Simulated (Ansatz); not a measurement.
Cutoff convergence: GaN

System: GaN (zinc blende type, first atom moved by 0.06 Å along [111]), 2 atoms in the cell.

```xyz
2
Lattice="0.0000 2.2750 2.2750 2.2750 0.0000 2.2750 2.2750 2.2750 0.0000" Properties=species:S:1:pos:R:3 pbc="T T T"
Ga    0.0346    0.0346    0.0346
N     1.1375    1.1375    1.1375
```

Level of theory: Ansatz 0.2.0 development build, HSE06, plane waves, PAW datasets (generated soft set 1).

Exchange singularity: Wigner-Seitz; k-mesh 4×4×4 Γ-centred; Fermi–Dirac smearing of 0.05 eV; no spin polarisation.

Cutoffs run: 280, 300, 320, 340, 380, 420, 480, 560 eV. At 560 eV the pressure at a fixed basis is -5.97 GPa and the rms force 0.812 eV/Å.

Q: From which of these cutoffs on do the forces lie within 20 meV/Å (rms) of the highest one?

A: Even the lowest tried, 280 eV, does.

Q: What pressure at a fixed basis does the 280 eV run show?

A: -29.52 GPa. An incomplete basis pulls the printed pressure down.

Q: Give the whole series.

A: 
| cutoff (eV) | E − E(top) (meV/atom) | pressure at fixed basis (GPa) | corrected pressure (GPa) | rms force change (meV/Å) |
| --- | --- | --- | --- | --- |
| 280 | 245.6 | -29.52 | -5.94 | 17.3 |
| 300 | 116.4 | -17.68 | -6.63 | 10.7 |
| 320 | 59.7 | -12.04 | -5.91 | 10.2 |
| 340 | 30.2 | -9.00 | -6.13 | 7.4 |
| 380 | 9.0 | -6.84 | -5.90 | 1.6 |
| 420 | 3.1 | -6.22 | -5.94 | 0.3 |
| 480 | 0.8 | -6.02 | -5.94 | 0.0 |
| 560 | 0.0 | -5.97 | -5.94 | 0.0 |

The k-mesh is coarse, so these values belong to this mesh and can lie far from the converged ones. This cubic structure is a model: it isn't the usual form of the substance at ambient conditions, and such phases are metastable or hypothetical.
